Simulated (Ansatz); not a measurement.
What a change of settings does: LaAg

First run: DFT, PBEsol, PAW with Ansatz's default frozen-core files, scalar-relativistic (Ansatz 0.2.0).

Command: `ansatz run input.yaml --threads 1 --pin off --max-ram 2048MiB --backend cpu --events-out ev --progress --plain --runs-dir out` It took 4.1 s on 1 thread of Arm Neoverse V1 (shared host), peak memory 0.34 GiB.

```yaml
crystal:
  lattice:
    - [3.4161867145, 0.0, 0.0]
    - [0.0, 3.4161867145, 0.0]
    - [0.0, 0.0, 3.4161867145]
  atoms:
    - { symbol: La, position: [0.5, 0.5, 0.5] }
    - { symbol: Ag, position: [0.0, 0.0, 0.0] }
kpoints:
  mp_grid: { grid: [10, 10, 10] }
  band_path:
    path:
      - [0.0, 0.0, 0.0]
      - [0.0, 0.5, 0.0]
      - [0.5, 0.5, 0.0]
      - [0.0, 0.0, 0.0]
      - [0.5, 0.5, 0.5]
      - [0.0, 0.5, 0.0]
      - [0.5, 0.5, 0.5]
      - [0.5, 0.5, 0.0]
    npoints: 6
scf:
  occupations: { method: fermi_dirac, width: 0.05 }
hamiltonian:
  xc: pbesol
  pseudopotentials: { kind: paw }
output:
  forces: true
  stress: true
  eigenvalues: true
  populations: true
  write_density: true
  write_potential: true
  elf: true
  volumetric_format: npy
```

The base volume is that of a database entry, so it needn't be at zero pressure; the structure needn't be the stable phase, at rest or compressed.

This run: volume at 0.75 of the series' base cell.

It converges in 6 SCF iterations at a pressure of 29.3 GPa, cutoff 420 eV.

The input is then changed:

```diff
 scf:
-  occupations: { method: fermi_dirac, width: 0.05 }
+  occupations: { method: tetrahedron }
+  convergence: { dr2_threshold: 1.0e-06 }
 hamiltonian:
   populations: true
-  write_density: true
-  write_potential: true
-  elf: true
-  volumetric_format: npy
```

Question: Predict the outcome of the changed run.

Answer: It converges in 5 SCF iterations, cutoff 420 eV, free energy +4.1 meV/atom against the first run's. More than one line changes, and not each need have an effect.
